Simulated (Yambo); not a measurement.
# How GW settings move the gap: WO$_{3}$

G0W0@PBEsol for WO₃ (space group P2_1/m, No. 11, within 0.06 Å of Cmcm) in Yambo. Reference settings: 4×2×4 Γ-centred k mesh, bands 3 to 173 and a 7 Ry block in the screening, 173 bands in G with the Bruneval-Gonze terminator, plasmon pole fitted at 27.2 eV. The PBEsol gap (-0.5, 0, -0.5) → Γ on this mesh is 1.35 eV; G0W0 gaps are taken between the same points.

| change from the reference | G0W0 gap (-0.5, 0, -0.5) → Γ (eV) | shift of the valence edge (eV) | rough Yambo cost |
|---|---|---|---|
| reference settings | 2.67 | -0.26 | 1 |
| 6 Ry block | 2.66 | -0.23 | within a factor of two |
| no random integration | 2.63 | -0.09 | – |
| 2×1×2 mesh | 2.56 | -0.10 | about 1/20 |

The reference isn't shown to be the converged limit. Costs are rough (shared machines), scaled to the same edge states, and given only for runs that recompute the screening.

Spin-orbit coupling is left out, which matters for elements this heavy: edges can move by tenths of an eV.

Geometry of the Materials Project entry, not relaxed at this level; primitive cell a = 3.8721 Å, b = 7.4801 Å, c = 3.8743 Å, α = 90.00°, β = 90.35°, γ = 90.00°.

The structure is a Materials Project entry; no match was found in the copy of COD used, and its stability was not checked.

A shift is the quasiparticle energy of the state minus its PBEsol energy.
